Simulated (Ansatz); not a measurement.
All numbers below come from DFT PBE, scalar-relativistic, plane waves, PAW (Ansatz 0.2.0). Settings: cutoff 420 eV, Γ-centred meshes spaced at most about 0.3 Å⁻¹, and about 0.25 Å⁻¹ or finer for metals (2π included), Gaussian smearing. No spin polarisation in the final relaxations.

These are static total energies at zero pressure.

Two relaxed structures of HfH₅:

1.

```xyz
6
Lattice="3.5437 0.0000 0.0000 -1.7719 3.0690 0.0000 0.0000 0.0000 3.1157" Properties=species:S:1:pos:R:3 pbc="T T T"
Hf    0.0000    0.0000    0.0000
H    -0.8859    1.5345    1.5578
H     0.0000    2.0460    0.0000
H     1.7719    1.0230    0.0000
H     1.7719    0.0000    1.5578
H     0.8859    1.5345    1.5578
```

2.

```xyz
6
Lattice="3.6740 0.0000 0.0000 -1.8370 3.1818 0.0000 0.0000 0.0000 3.2537" Properties=species:S:1:pos:R:3 pbc="T T T"
Hf    0.0000    0.0000    1.6268
H     1.8370    1.0606    1.6268
H     1.1399    0.0000    0.0000
H     1.2670    2.1946    0.0000
H    -0.5699    0.9872    0.0000
H     0.0000    2.1212    1.6268
```

**Question.** Which would you expect to be lower, and how large is the difference?

**Answer.** Cell 2 is lower, by 223 meV/atom. Cell 1 has the CaCu5 type, space group P6/mmm (No. 191), 5.6 Å³/atom and no gap on its mesh; cell 2 has space group P-62m (No. 189), 6.3 Å³/atom and no gap. Counting H atoms around Hf (those within 1.25 times the shortest such distance or 1.15 times the sum of covalent radii, 1.27 where that leaves under three; a plus sign parts nearer from farther groups), cell 1 has Hf 6+12 and cell 2 has Hf 12. The lower one is the more open, so pressure narrows the difference. Even the lower one lies +0.04 eV/atom against the reference forms of the elements (uncorrected), a margin that errors in the energy of the gaseous reference can exceed. Both come from invented guesses. A third cell relaxed alike, in Cmmm, lies 12 meV/atom below the lower of the two; the P-62m cell fell into it when its atoms were moved at random.

These runs have no spin–orbit coupling, which can matter for Hf. With hydrogen, zero-point motion can shift such differences by 10 meV/atom or more. A magnetic state wasn't ruled out in cells without spin, among them P6/mmm, P-62m. Cells relaxed within their symmetry can be saddle points.
